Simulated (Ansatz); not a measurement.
CsSnBr$_{3}$:
```cif
data_Br3CsSn
_chemical_formula_sum 'Cs1 Sn1 Br3'
_space_group_name_H-M_alt 'P 1'
_space_group_IT_number 1
_cell_length_a 5.75269
_cell_length_b 5.75269
_cell_length_c 5.75269
_cell_angle_alpha 90.000
_cell_angle_beta 90.000
_cell_angle_gamma 90.000
loop_
_space_group_symop_operation_xyz
  'x, y, z'
loop_
_atom_site_label
_atom_site_type_symbol
_atom_site_fract_x
_atom_site_fract_y
_atom_site_fract_z
_atom_site_occupancy
Cs1 Cs 0.00000 0.00000 0.00000 1
Sn1 Sn 0.50000 0.50000 0.50000 1
Br1 Br 0.00000 0.50000 0.50000 1
Br2 Br 0.50000 0.50000 0.00000 1
Br3 Br 0.50000 0.00000 0.50000 1
```

Relaxed with PBEsol. Plane-wave PAW PBEsol (Ansatz code) gives no gap.

### Question
What gap does HSE06 give on the same cell (Ansatz, PAW)?

### Answer
0.58 eV. The hybrid was solved on a coarser mesh and at special points; its gap is the smallest among all of these. On such a mesh it can open a false gap in a semimetal.

```
k  v1 PBEsol  c1 PBEsol  v1 HSE06  c1 HSE06
-  ---------  ---------  --------  --------
Γ      -3.22       1.84       [?]       [?]
R       0.00       0.18      0.00      0.58
M      -1.07       0.77       [?]       [?]
X      -2.18       1.28       [?]       [?]
```

### Question
Top valence (v1) and lowest conduction level (c1) in eV from each method's valence maximum (which need not be a listed point): supply the withheld HSE06 values.

### Answer

- X, v1 HSE06: -2.53
- X, c1 HSE06: 1.70
- M, v1 HSE06: -1.24
- M, c1 HSE06: 1.17
- Γ, v1 HSE06: -3.97
- Γ, c1 HSE06: 2.39

Cost on shared cores: the PBEsol run (SCF on a 7×7×7 mesh, then bands and DOS) very roughly 50 core-seconds, the HSE06 run (SCF on 3×3×3, then a few points) very roughly 2.2 core-minutes; the tasks are unlike.

Space group Pm-3m (cubic perovskite). Symmetry was held in the PBEsol relaxation. Spin–orbit coupling is left out wherever it is not named.

Potentials: the later of the program's two PAW sets.
